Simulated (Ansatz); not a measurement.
## YZn: moving Zn off its site

YZn, Fm-3m, a = 5.926 Å (as given, not relaxed at this level: -2.6 GPa). The structure is a Materials Project entry; whether it is the stable form wasn't checked. Ansatz: PBEsol, PAW, 420 eV, Γ-centred 14×14×14 mesh on 2 atoms, Gaussian smearing 0.15 eV; no spin polarisation.

```yaml
crystal:
  lattice:
    - [0.00000, 2.96299, 2.96299]
    - [2.96299, 0.00000, 2.96299]
    - [2.96299, 2.96299, 0.00000]
  atoms:
    - { symbol: Y, position: [0.00000, 0.00000, 0.00000] }
    - { symbol: Zn, position: [0.50000, 0.50000, 0.50000] }
```

Atom 2 (Zn) moves by x along the unit vector (0.000, 0.000, 1.000), with its periodic images; all else is held. y is the free energy of the cell over the start, F the force along the path summed over the moved atoms. Symmetry makes y even in x.

| x (Å) | y (meV) | F (eV/Å) |
| --- | --- | --- |
| -0.1000 | ? | ? |
| -0.0500 | 3.64 | 0.15 |
| 0.0000 | 0.00 | 0.00 |
| 0.0250 | 0.91 | -0.07 |
| 0.0625 | 5.69 | -0.18 |
| 0.0750 | 8.22 | -0.22 |
| 0.0875 | 11.22 | -0.26 |

Fit y = c2 x² + c4 x⁴ to the energies of the other rows, give the force constant, and predict energy and force of the missing row.

Least squares on the rows shown. y = 1450 x² + 2062 x⁴. The force constant is 2 c2 = 2.90 eV/Å², for the cell as given, at -2.6 GPa (for all images moving together, not for a lone atom). With two atoms in a cubic cell this is the optical mode at Γ (in a metal it hangs on mesh and smearing): ω = 521.5 √(2 c2/μ) = 145 cm⁻¹ for μ = 37.67 u. The force −dy/dx at the missing row is 0.30 eV/Å (computed 0.30). At x = -0.1000 the fit asked for gives 14.71 meV. The run gave 14.69 meV, so the fit is 0.02 meV too high, a small miss on the scale of the series.